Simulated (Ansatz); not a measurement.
Is this Co result the lowest state?

The cell (2 atoms) is Co as an experimental structure (space group P6_3/mmc). The computed pressure is over 10 GPa in size, so the cell is far from the computed equilibrium volume. Source: COD entry 9011617; the sample's temperature and pressure aren't taken into account, and it need not be the stable phase.

All numbers below come from DFT, PBEsol, PAW, plane waves, scalar-relativistic in Ansatz development build ahead of 0.2.0.

```yaml
crystal:
  lattice:
    - [2.53599982, 0.0, 0.0]
    - [-1.26799991, 2.19624026, 0.0]
    - [0.0, 0.0, 4.136]
  atoms:
    - { symbol: Co, position: [0.33333333, 0.66666667, 0.25] }
    - { symbol: Co, position: [0.66666667, 0.33333333, 0.75], spin: 3.0 }
magnetization:
  spin_polarized: true
hamiltonian:
  xc: pbesol
  pseudopotentials: { kind: paw }
basis:
  ecutwfc: 420
kpoints:
  mp_grid: { grid: [14, 14, 8] }
scf:
  occupations: { method: fermi_dirac, width: 0.1 }
  lower_state_search: "off"
output:
  forces: true
  stress: true
```

Time: 15 s on 2 threads of Intel(R) Xeon(R) 6975P-C, with other jobs on the host, peak memory 0.44 GiB.

The end of the output:

```
SCF converged after 23 iterations
Magnetization: 3.3360 μB (18.6680 up, 15.3320 down)
Absolute magnetization: 3.6506 μB (∫|ρ↑−ρ↓|, with the PAW one-centre terms)
Spin contamination: 0.0577 ħ² per cell (⟨S²⟩ above its minimum at these occupations)
Per-site moments (μB) at R_I (Å): [(1.7398, 1.0452), (1.7398, 1.0452)]
Free energy (F): -10185.854659 eV
Harris-Foulkes:  -10185.854659 eV  (|F-HF|=4.11e-8)
Internal energy: -10185.785065 eV  (E = F + TS)
E sigma→0 (E₀):  -10185.819862 eV
Entropy (-TS):   -0.069594 eV (-34.797 meV/atom)
Fermi energy:    17.224098 eV
--- Forces (eV/Å), atoms counted from 1 ---
  atom   1  Co    -0.00000000     0.00000000     0.00000000
  atom   2  Co     0.00000000    -0.00000000     0.00000000
--- Stress (GPa, compression-positive) ---
      -18.934165      -0.000000       0.000000
       -0.000000     -18.934165       0.000000
        0.000000       0.000000     -20.716524
  P = ⅓ Tr σ = -19.5283 GPa (-195.283 kbar)
```

Site moments are taken inside atomic spheres and don't add up to the total.

Question: The run converged. Is this the lowest state of the cell, and if not, what lies lower and how is it reached?

Answer: As far as the runs go, yes: it is the lowest of 3 states reached by 13 converged runs, and the next lies 216 meV/atom higher (antiferromagnetic, site moments Co1 1.13, Co2 -1.13 μB, total 0.00 μB per cell, no gap on the k-mesh). That doesn't prove a ground state. Orders that need a larger cell or non-collinear spins weren't tried.
